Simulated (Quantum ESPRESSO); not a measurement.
```
CELL_PARAMETERS angstrom
      0.00000     4.49645     4.49645
      4.49645     0.00000     4.49645
      4.49645     4.49645     0.00000
ATOMIC_POSITIONS crystal
  F  0.77144 0.22856 0.22856
  F  0.22856 0.77144 0.77144
  F  0.22856 0.77144 0.22856
  F  0.77144 0.22856 0.77144
  F  0.22856 0.22856 0.77144
  F  0.77144 0.77144 0.22856
  Na 0.50000 0.50000 0.50000
  Sc 0.00000 0.00000 0.00000
  Cs 0.75000 0.75000 0.75000
  Cs 0.25000 0.25000 0.25000
```

The geometry is that of Materials Project entry mp-6204, symmetrised and not relaxed again.

**Question.** What does norm-conserving LDA (Quantum ESPRESSO, 88 Ry, no spin-orbit coupling) give for the electronic structure near the Fermi level?

**Answer.** The LDA gap is direct, 6.79 eV at Γ. Another valence extremum on the path lies within 0.02 eV, too close to call. 

The structure is a Materials Project entry; no match was found in the copy of COD used, and its stability was not checked.
